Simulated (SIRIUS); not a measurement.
A self-consistent single point of Ta₂O₅ (P1, 7 atoms in the cell; from Materials Project mp-1238961, changed as shown) with SIRIUS.

Level of theory: LDA (PW92), GBRV LDA ultrasoft pseudopotentials (plane waves; SIRIUS).

The change in words: atoms moved at random. Reference geometry (P2/m):
```
CELL_PARAMETERS angstrom
      3.84141     0.00000     0.00000
      0.00000     3.86272     0.00000
     -1.81894     0.00000     6.52896
ATOMIC_POSITIONS crystal
  Ta 0.64953 0.00000 0.79131
  Ta 0.35047 0.00000 0.20869
  O  0.66212 0.50000 0.79833
  O  0.33788 0.50000 0.20167
  O  0.18976 0.00000 0.87062
  O  0.81024 0.00000 0.12938
  O  0.50000 0.00000 0.50000
```

Reference input (self-consistent single point, DFT, LDA (PW92), plane waves, GBRV LDA ultrasoft pseudopotentials): parameters.ngridk = 6 6 4; parameters.xc_functionals = [XC_LDA_X, XC_LDA_C_PW]; parameters.gk_cutoff = 6.325 1/bohr; parameters.pw_cutoff = 14.143 1/bohr; parameters.smearing = fermi_dirac; parameters.smearing_width = 0.00183747 Ha; potentials = GBRV LDA ultrasoft pseudopotentials; parameters.electronic_structure_method = pseudopotential; parameters.num_bands = 34; parameters.num_mag_dims = 0; parameters.num_dft_iter = 100; parameters.energy_tol = 1e-07 Ha. This run's input differs from it in these lines:

```diff
@@ -45,11 +45,11 @@
       "Ta": [
-        [0.64953, 0.0, 0.79131],
-        [0.35047, 0.0, 0.20869]
+        [0.656629, -0.010119, 0.795259],
+        [0.351692, 0.018598, 0.213322]
       ],
       "O": [
-        [0.66212, 0.5, 0.79833],
-        [0.33788, 0.5, 0.20167],
-        [0.18976, 0.0, 0.87062],
-        [0.81024, 0.0, 0.12938],
-        [0.5, 0.0, 0.5]
+        [0.64778, 0.49186, 0.795747],
+        [0.353174, 0.494819, 0.207458],
+        [0.190986, 0.002317, 0.860898],
+        [0.796095, 0.005159, 0.124651],
+        [0.503644, -0.002634, 0.502665]
       ]
```

The program printed (abridged):

```
[find] density tolerance         : 1e-06
[find] total energy tolerance    : 1e-07
[find] iter_solver_tol (initial) : 0.01
[find] iter_solver_tol (target)  : 1e-13
[find] num_dft_iter              : 100
Charges and magnetic moments
--------------------------------------------------------------------------------
total charge          : 56.000000
[find] | SCF iteration   0 out of 100|
[diagonalize] iterative solver tolerance (occupied, empty): 0.01 0.01
[diagonalize] average number of iterations: 1.31579
[find] Charges and magnetic moments
[find] total charge          : 56.000000
[find] Energy
   [... lines left out ...]

[find] Charges and magnetic moments
[find] total charge          : 56.000000
[find] Energy
[find] smearing (-TS)                 :      -0.00000000
[find] Total energy                   :    -223.02375906 (Ha),    -446.04751812 (Ry)
[find] Free energy (E-TS)             :    -223.02375906 (Ha),    -446.04751812 (Ry)
[find] band gap (eV)                  :       2.08119324
[find] Efermi                         :       0.28816919
[find] iteration : 17, RMS (target) : 4.9026e-07 (1.0000e-06) , energy difference (target) : 2.8422e-13 (1.0000e-07)
[find] bands are converged : true
[find] iterative solver converged : true
[find] converged after 18 SCF iterations!
[find] Charges and magnetic moments
[find] total charge          : 56.000000
[find] Energy
[find] smearing (-TS)                 :      -0.00000000
[find] Total energy                   :    -223.02375906 (Ha),    -446.04751812 (Ry)
[find] Free energy (E-TS)             :    -223.02375906 (Ha),    -446.04751812 (Ry)
[find] band gap (eV)                  :       2.08119324
[find] Efermi                         :       0.28816919
[ground_state] === stress tensor components [kbar] ===
[ground_state] === stress_total ===
[ground_state]    47.570628    1.089725    1.619893
[ground_state]     1.089725   24.318340   -1.112053
[ground_state]     1.619893   -1.112053   59.795566
[ground_state] ==== total Forces in Ha/bohr =====
   [... lines left out ...]
[ground_state] atom:    2, force:       0.0038871      0.0056467      0.0019531
[ground_state] atom:    3, force:      -0.0060153      0.0169350     -0.0033136
[ground_state] atom:    4, force:      -0.0155161     -0.0035297      0.0150089
[ground_state] atom:    5, force:       0.0219568     -0.0051928      0.0062477
[ground_state] atom:    6, force:      -0.0001595     -0.0014461     -0.0128554
```

The run converged in 18 iterations. SIRIUS prints the stress tensor with tension positive. Against the reference run the free energy goes up by 17.5 meV/atom, the pressure goes from -5.66 to -4.39 GPa, the largest force goes from 0.198 to 1.204 eV/Å and the gap on the mesh goes from 2.115 to 2.081 eV.

Spin-orbit coupling is left out, which matters for bands and gaps with elements this heavy. Forces above 1 eV/Å remain at this geometry. The structure comes from a collection of computed structures, made at another level of theory; the collection holds predicted forms beside known ones.

Cost on one core: about 100 core-seconds (a rough figure).

The gap that the log prints is read on the run's mesh, which can miss the band edges or a crossing.
